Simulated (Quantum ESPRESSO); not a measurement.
**Band energies of LaS$_{2}$**

```xyz
12
Lattice="8.2116 0.0000 0.0000 0.0000 4.1438 0.0000 -0.0091 0.0000 8.2176" Properties=species:S:1:pos:R:3 pbc="T T T"
S      0.0202     1.4506     0.8560
S      8.1823     2.6932     7.3616
S      8.1868     3.5226     3.2528
S      0.0157     0.6213     4.9649
S      2.9962     1.0927     3.0745
S      5.2063     3.0512     5.1432
S      5.2108     3.1646     1.0344
S      2.9917     0.9792     7.1833
La     5.9335     1.2016     3.0379
La     2.2690     2.9422     5.1797
La     2.2735     3.2736     1.0709
La     5.9290     0.8703     7.1467
```

norm-conserving PBEsol (Quantum ESPRESSO, 110 Ry, scalar-relativistic); path ΓYHCEM1AXH1,MDZ,YD; energies in eV from the valence-band maximum.

```
k (1/Å)  point  band 42  band 43  band 44  band 45  band 46  band 47  band 48  band 49
-------  -----  -------  -------  -------  -------  -------  -------  -------  -------
0.00         Γ    -1.37    -1.11    -1.11    -1.10    -0.45     0.52     1.92     2.11
0.00         Y    -1.85    -1.32    -1.32    -0.68    -0.68     1.63     1.63     1.80
0.38         H    -1.64    -1.51    -1.51    -1.04    -1.04     1.76     1.76     1.82
0.38         C    -1.64    -1.51    -1.51    -1.04    -1.04     1.76     1.76     1.82
0.57              -1.51    -1.45    -1.45    -1.11    -1.11     1.92     1.92     1.95
0.76              -1.42    -1.33    -1.33    -0.79    -0.79     2.08     2.08     2.23
0.95              -1.50    -1.32    -1.32    -0.26    -0.26     2.03     2.03     2.39
1.14         E    -1.62    -1.30    -1.30     0.00     0.00     1.94     1.94     2.44
1.14        M1    -1.62    -1.30    -1.30     0.00     0.00     1.94     1.94     2.45
1.52         A    -1.32    -1.22    -1.22    -0.65    -0.65     2.38     2.39     2.43
1.71              -1.45    -1.31    -1.17    -0.77    -0.49     2.19     2.25     2.29
2.09              -1.31    -1.22    -1.18    -1.15    -0.90     1.44     1.50     1.84
2.28         X    -1.26    -1.18    -1.13    -1.10    -1.06     1.16     1.42     1.97
2.66        H1    -1.64    -1.51    -1.51    -1.04    -1.04     1.76     1.76     1.82
2.66         M    -1.62    -1.30    -1.30     0.00     0.00     1.94     1.94     2.45
2.85              -1.62    -1.38    -1.38    -0.03    -0.03     1.97     1.97     2.40
3.04         D    -1.57    -1.35    -1.35    -0.06    -0.06     2.01     2.01     2.34
3.24              -1.51    -1.33    -1.33    -0.52    -0.52     2.24     2.24     2.35
3.43         Z    -1.42    -1.32    -1.32    -0.94    -0.94     2.36     2.36     2.44
3.43         Y    -1.85    -1.32    -1.32    -0.68    -0.68     1.63     1.63     1.80
3.73              -1.26    -1.08    -1.08    -0.83    -0.83     1.94     1.94     2.11
3.88              -1.34    -1.04    -1.04    -0.60    -0.60     2.10     2.10     2.32
4.18         D    -1.57    -1.35    -1.35    -0.06    -0.06     2.01     2.01     2.34
```

The PBEsol gap is indirect, 0.52 eV, from E to Γ; the smallest direct gap is 0.97 eV.

The 4f states are in the valence at their DFT position.

Geometry of the Materials Project entry, not relaxed at this level.

The structure is a Materials Project entry; no match was found in the copy of COD used, and its stability was not checked.
